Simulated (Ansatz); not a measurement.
Frames from the relaxation of a generated trial cell of LiNbO3 in the LiNbO3 structure type, as extended XYZ (Å, eV, eV/Å, GPa with compression positive). Computed with PBE (plane waves to 420 eV, PAW, scalar-relativistic; Ansatz, a program for electronic structure). Γ-centred k-mesh 6×6×6 on the run's cell (coarser than for final values), Fermi–Dirac smearing 0.05 eV.

```xyz
10
Lattice="2.6271 1.5168 4.6253 -2.6271 1.5168 4.6253 0.0000 -3.0335 4.6253" Properties=species:S:1:pos:R:3:forces:R:3 pbc="T T T" step=1 free_energy=-12929.436 pressure=0.5 accepted=T
Li     0.0000     0.0000     9.8866    0.0000    0.0000   -0.0824
Li     0.0000     0.0000     2.9486    0.0000    0.0000   -0.0824
Nb     0.0000     0.0000    13.6983    0.0000    0.0000   -0.4149
Nb     0.0000     0.0000     6.7603    0.0000    0.0000   -0.4149
O     -0.5824     1.5005     8.0943   -0.2381   -0.1240    0.1657
O      1.5907    -0.2459     8.0943    0.0117    0.2682    0.1657
O     -1.0083    -1.2547     8.0943    0.2264   -0.1442    0.1657
O      1.0364     1.2709     5.7817   -0.0117    0.2682    0.1657
O      0.5824    -1.5330     5.7817    0.2381   -0.1240    0.1657
O     -1.6188     0.2621     5.7817   -0.2264   -0.1442    0.1657
10
Lattice="2.5983 1.5001 4.6758 -2.5983 1.5001 4.6758 0.0000 -3.0002 4.6758" Properties=species:S:1:pos:R:3:forces:R:3 pbc="T T T" step=5 free_energy=-12929.569 pressure=-0.2 accepted=T
Li     0.0000     0.0000     9.8522    0.0000    0.0000    0.0064
Li     0.0000     0.0000     2.8384    0.0000    0.0000    0.0064
Nb     0.0000     0.0000    13.7961    0.0000    0.0000    0.0636
Nb     0.0000     0.0000     6.7824    0.0000    0.0000    0.0636
O     -0.6431     1.4629     8.2475    0.0044   -0.0392   -0.0234
O      1.5884    -0.1745     8.2475   -0.0361    0.0158   -0.0234
O     -0.9454    -1.2884     8.2475    0.0317    0.0234   -0.0234
O      1.0099     1.3256     5.9096    0.0361    0.0158   -0.0234
O      0.6431    -1.5374     5.9096   -0.0044   -0.0392   -0.0234
O     -1.6529     0.2118     5.9096   -0.0317    0.0234   -0.0234
```

The path has 7 moves and ends in R3c (No. 161) (AFLOW prototype ABC3_hR10_161_a_a_b (as in LiNbO3)), 0.01 eV/atom below its start. Free energies are of the whole cell and compare only within this code, potentials and settings.  No spin polarisation in the result.

The run could not lose the symmetry of its start.
